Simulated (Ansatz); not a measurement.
## Stress against strain in Pb

```
CELL_PARAMETERS angstrom
0.00000 3.43900 3.43900
3.43900 0.00000 3.43900
3.43900 3.43900 0.00000
ATOMIC_POSITIONS crystal
Pb 0.00000 0.00000 0.00000
Pb 0.25000 0.25000 0.25000
```

Atom numbers follow the list: Pb1, Pb2.

The conventional cell has a = 6.878 Å, b = 6.878 Å, c = 6.878 Å, α = 90.00°, β = 90.00°, γ = 90.00°. Around Pb (atom 1) lie 4 Pb at 2.98 Å.

Structure from Materials Project entry mp-1247117 (possibly hypothetical), not relaxed further.

Spin–orbit coupling is left out, though it moves levels of the heavy atoms by tenths of an eV or more.

Computed with DFT, LDA, all-electron LAPW, scalar-relativistic (Ansatz 0.2.0).

The runs use a Γ-centred 8×8×8 k mesh, Fermi–Dirac smearing of 0.05 eV, basis error target 0.25 meV/atom, no spin polarisation.

The strain is applied along the Cartesian axes of the cell as listed (γ is the engineering shear, twice εxy = εyz = εzx). Fractional coordinates are held (clamped ions).

σ is the change of stress from the unstrained cell, which is at -0.74 GPa; tension is positive, so slopes are stress–strain coefficients at that pressure. In a metal the k mesh adds noise.

Only quantities that a quadratic follows smoothly over the whole series are listed; rougher ones are left out.

| γ | σxy (GPa) |
| --- | --- |
| -0.0300 | -1.09 |
| -0.0200 | -0.71 |
| -0.0100 | -0.35 |
| 0.0000 | 0.00 |
| 0.0100 | 0.33 |
| 0.0300 | 0.94 |

**Question.** Fit the series and read off the stiffness at zero strain.

**Answer.** Least-squares fits y = p0 + p1 x + p2 x² to the rows give σxy (GPa): p1 = 33.8, p2 = -82. So C44 (clamped ions) = 34 GPa.

**Question.** One run, at γ = 0.0200, is withheld. Predict its row.

**Answer.** The fits give 0.64; the run gave 0.64.
